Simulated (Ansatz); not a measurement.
Candidates compared on computed values. Relaxing one composition in several structure types shows which are competitive, which pressure would favour, and how volume and gap change with structure.

The reference row is NbSi, NiAs type. The reference is the lowest phase computed, which need not be the stable form in nature.

Levels of theory (Ansatz, a plane-wave PAW program): energy: PBE, total energy at 0 K with the change to a 700 eV cutoff added (comparable within one formula alone); volume per atom: PBE, relaxed cell; gap: PBE; bulk modulus: PBE, equation-of-state fit.

Model phases, started by placing the elements on a structure type or from a typed cell, with no claim that they are known: NbSi, CoSn type, P6/mmm; NbSi, NiAs type; NbSi, WC type, P-6m2; NbSi, NbAs type, I4₁md; NbSi, rock salt. No gap (0.00) means none at this level, which can close a small real gap. Spin–orbit coupling is left out unless named.

The figures follow from the printed values by these rules: ΔE = E − E_ref; ΔV = V − V_ref; temperature scale ΔE/k_B = 11.605 K/meV × ΔE.

```csv
crystal,E (eV/atom),V (Å³/atom),gap (eV),B₀ (GPa),ΔE (meV/atom),ΔV (Å³/atom),ΔE/k_B (K)
"NbSi, CoSn type, P6/mmm",−2594.139,19.32,0.00,139,370,2.77,4300
"NbSi, NiAs type, reference",−2594.394,16.55,0.00,–,0.0,0.00,0
"NbSi, WC type, P-6m2",−2594.380,16.21,0.00,160,14.0,−0.34,160
"NbSi, NbAs type, I4₁md",−2594.279,17.23,0.00,153,115.0,0.68,1300
"NbSi, rock salt",−2594.273,17.05,0.00,150,121.0,0.50,1400
```

**Question.** A slip was made in one value of «ΔE (meV/atom)» and carried on. Locate it and redo the row.

**Answer.** The row of NbSi, CoSn type, P6/mmm shows 370. From its own inputs, ΔE = 1000 × (−2594.139 − (−2594.394)) = 255.0 meV/atom. Carried on: ΔE/k_B: 11.605 × 255.0 = 3000 K. The other rows agree with the rules.

With the correction: In order of ΔE, lowest first: NbSi, NiAs type (0.0 ± 5.0), NbSi, WC type, P-6m2 (14.0 ± 5.0), NbSi, NbAs type, I4₁md (115.0 ± 5.0) ≈ NbSi, rock salt (121.0 ± 5.0), NbSi, CoSn type, P6/mmm (255.0 ± 5.0). The ± follows from allowances picked for this note (energy 0.004 eV/atom, 3 meV/atom on the figure itself), carried to first order and added in quadrature, each row's own inputs moving alone; ≈ joins neighbours closer than their two ± added in quadrature.

Vibrational free energy is left out, and phases that were not computed could lie lower. Rows are a sample of the computed phases of this formula. Limits of the draw: a spread of over 30 meV/atom, none over 0.9 eV/atom above the reference, within 8 meV/atom of the lowest or within 3 meV/atom of a neighbour. As a rule kept out of such tables: 4f compounds, open-shell compounds run without a Hubbard term, cells found unstable in the tests at hand, cells close to a higher symmetry, and runs set to a pressure or over 12 % in volume from the crystal's fullest run. A dash marks a value that is not given here.
